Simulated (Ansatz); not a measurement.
BaHI:
```yaml
crystal:
  lattice:
    - [4.74042, 0.00000, 0.00000]
    - [0.00000, 4.74042, 0.00000]
    - [0.00000, 0.00000, 7.81913]
  atoms:
    - { symbol: Ba, position: [0.50000, 0.00000, 0.82800] }
    - { symbol: Ba, position: [0.00000, 0.50000, 0.17200] }
    - { symbol: H, position: [0.50000, 0.50000, 0.00000] }
    - { symbol: H, position: [0.00000, 0.00000, 0.00000] }
    - { symbol: I, position: [0.00000, 0.50000, 0.66045] }
    - { symbol: I, position: [0.50000, 0.00000, 0.33955] }
```

Relaxed with r²SCAN. Special points in fractions of this cell's reciprocal vectors: Γ (0.000, 0.000, 0.000); X (0.000, 0.500, 0.000); M (0.500, 0.500, 0.000); Z (0.000, 0.000, 0.500); R (0.000, 0.500, 0.500); A (0.500, 0.500, 0.500).

Problem. List the band energies nearest the valence-band maximum at these points for r²SCAN with spin–orbit coupling in the plane-wave PAW code Ansatz.

Solution. In eV from the valence-band maximum; about four levels below and three above (degenerate sets whole), none deeper than 8.9 eV; points with the same levels are listed once.

```json
[
 {"k": "Γ", "below": "-0.95 -0.95 -0.87 -0.87", "above": "3.50 3.50 3.88 3.88"},
 {"k": "X", "below": "-0.54 -0.54 -0.54 -0.54", "above": "4.08 4.08 4.08 4.08"},
 {"k": "M", "below": "-1.12 -1.12 -1.12 -1.12", "above": "3.80 3.80 3.80 3.80"},
 {"k": "Z", "below": "-0.80 -0.80 0.00 0.00", "above": "3.09 3.09 4.32 4.32"},
 {"k": "R", "below": "-0.87 -0.87 -0.87 -0.87", "above": "4.51 4.51 4.51 4.51"},
 {"k": "A", "below": "-1.05 -1.05 -1.05 -1.05", "above": "5.09 5.09 5.09 5.09"}
]
```

Space group P4/nmm. The workflow started from a Materials Project entry (that database holds measured and hypothetical structures alike); the Crystallography Open Database files this formula in space group No. 129, but the cells were not matched. Whether it is the stable phase at ambient conditions was not checked. Symmetry was held in the r²SCAN relaxation; of distortions, only those at the zone centre were tested.

Potentials: the later of the program's two PAW sets.
